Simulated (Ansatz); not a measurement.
Starting cell, HfN (rock salt):

```
CELL_PARAMETERS angstrom
      0.00000     4.52593     4.52593
      2.26297     0.00000     2.26297
      2.26297     2.26297     0.00000
ATOMIC_POSITIONS crystal
  N  0.00000 0.00000 0.00000
  N  0.50000 0.00000 0.00000
  Hf 0.25000 0.50000 0.50000
  Hf 0.75000 0.50000 0.50000
```

In this cell atom 3 (Hf, nearest neighbour N at 2.263 Å; its periodic images, 3.2 Å or more away, move with it) is moved by s towards the nearest neighbour, unit vector (-1.000, 0.000, 0.000); all other atoms and the cell stay fixed.

These are r2SCAN (plane waves to 500 eV, PAW, scalar-relativistic; Ansatz, a quantum-chemistry and plane-wave program) values and carry that method's errors. k mesh 7×14×14 (Γ-centred), Fermi-Dirac smearing 0.05 eV. With partly filled bands, energies and forces of such displacements shift with the k mesh and the smearing. F∥ is the force on the atom along that direction. HfN is run without spin polarisation. HfN was relaxed with its symmetry unable to fall. Spin-orbit coupling is left out, though Hf is heavy. The PAW data are Ansatz's earlier set. 

| s (Å) | F∥ (eV/Å) |
|---|---|
| -0.230 | 3.066 |
| -0.184 | 2.266 |
| -0.138 | 1.582 |
| -0.092 | 1.013 |
| -0.046 | 0.492 |
| 0.000 | 0.000 |
| 0.046 | -0.492 |
| 0.092 | -1.013 |
| 0.138 | -1.582 |
| 0.184 | -2.266 |
| 0.230 | -3.066 |

What is the force constant k = d²E/ds² of this move at s = 0?

10.6 eV/Å². The forces along the line at the two nearest points give (0.492 − (-0.492)) / (2·0.046) = 10.70 eV/Å²; the next pair corrects for the finite step.

(For displaced atoms, the force is minus the slope of the energy, and its curvature is a force constant, which sets phonon frequencies.)
